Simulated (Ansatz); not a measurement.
GaP (zinc blende)

```
CELL_PARAMETERS angstrom
      0.00000     2.75322     2.75322
      2.75322     0.00000     2.75322
      2.75322     2.75322     0.00000
ATOMIC_POSITIONS crystal
  P  0.75000 0.75000 0.75000
  Ga 0.00000 0.00000 0.00000
```

Two coordinates are scanned: the volume, and the ratio of the stretch along z (the conventional c axis) to the stretch across it. Atoms keep their fractional coordinates.

Method: PBE (plane waves to 420 eV, PAW, scalar-relativistic; Ansatz, an electronic-structure program). k mesh 10×10×10 (Γ-centred), Fermi-Dirac smearing 0.05 eV. Compression counts positive. GaP was relaxed with its symmetry unable to fall. The PAW data are Ansatz's earlier set.

At one point of the scan the stress tensor (GPa) is:

```
   4.13     0.00     0.00
   0.00     4.13     0.00
   0.00     0.00     6.00
```

Problem. Which point is it?
A. V/V₀ = 0.973, (c/a)/(c/a)₀ = 1.027
B. V/V₀ = 1.000, (c/a)/(c/a)₀ = 0.987
C. V/V₀ = 0.947, (c/a)/(c/a)₀ = 0.973
D. V/V₀ = 0.947, (c/a)/(c/a)₀ = 1.000

Solution. C, V/V₀ = 0.947, (c/a)/(c/a)₀ = 0.973

(A scan under strain: stresses follow from slopes of the energy per volume, elastic moduli from its curvatures.)
